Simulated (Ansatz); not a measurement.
Data:

C:
```xyz
6
Lattice="-2.1840 2.1840 2.1840 2.1840 -2.1840 2.1840 2.1840 2.1840 -2.1840" Properties=species:S:1:pos:R:3 pbc="T T T"
C      1.0920     0.0000     2.1840
C      2.1840     1.0920     0.0000
C      0.0000     1.0920     2.1840
C      1.0920     2.1840     0.0000
C      2.1840     0.0000     1.0920
C      0.0000     2.1840     1.0920
```

This is the r²SCAN-relaxed structure.

### Question
All from plane-wave PAW r²SCAN (Ansatz code), unless another level is named. Give the electron effective mass.

### Answer
0.39, 0.39, 0.56 mₑ (principal values).

### Question
Predict the valence-band maximum.

### Answer
at H.

### Question
Predict the conduction-band minimum.

### Answer
on the Γ–H line, 56 % of the way from Γ (6 equivalent valleys).

Space group Im-3m. The start of the workflow was typed in or built on a structure type; neither database checked (COD, Materials Project) lists it. It is not the phase usual at ambient conditions (space group No. 194, 227). Symmetry was held in the r²SCAN relaxation; whether a distortion lowers the energy is not shown.

Potentials: the earlier of the program's two PAW sets.

Edges and masses are those of Kohn–Sham bands, whose gap is no quasiparticle gap.
